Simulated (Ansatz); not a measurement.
GaIr$_{3}$N (anti-perovskite, Pm-3m) under volume change, the program Ansatz at the r²SCAN level (PAW), scaled uniformly.

| V (Å³/atom) | E − E(relaxed) (meV/atom) | P (GPa) |
|---|---|---|
| 12.220 | ___ | ___ |
| 12.623 | 44.9 | 18.99 |
| 13.025 | ___ | ___ |
| 13.428 | 0.0 | 0.00 |
| 13.831 | 9.3 | -7.09 |
| 14.234 | 34.7 | -12.98 |
| 14.637 | 73.8 | -18.00 |

Question: Some entries are withheld; supply them.

Answer: 
- 13.025, E − E(relaxed) (meV/atom): 10.6
- 13.025, P (GPa): 8.65
- 12.220, E − E(relaxed) (meV/atom): 107.7
- 12.220, P (GPa): 31.35

Question: What does a third-order Birch–Murnaghan fit give for V₀, B₀ and B′?

Answer: V₀ = 13.43 Å³/atom, B₀ = 260 GPa, B′ = 5.1.

The start of the workflow was typed in or built on a structure type; neither database checked (COD, Materials Project) lists it. Whether it is the stable phase at ambient conditions was not checked. Symmetry was held in the r²SCAN relaxation; whether a distortion lowers the energy is not shown. The final state is ferromagnetic, the only order run, not a proven ground state. The volume moved by 18 % from the start of the relaxation. Its formation energy is positive at this level, so the cell may be metastable or incomplete. Other orbital occupations within this spin state were not tried. No Hubbard U is applied. Scalar-relativistic: spin–orbit coupling is off unless named, which matters more the heavier the elements.

Potentials: the later of the program's two PAW sets.
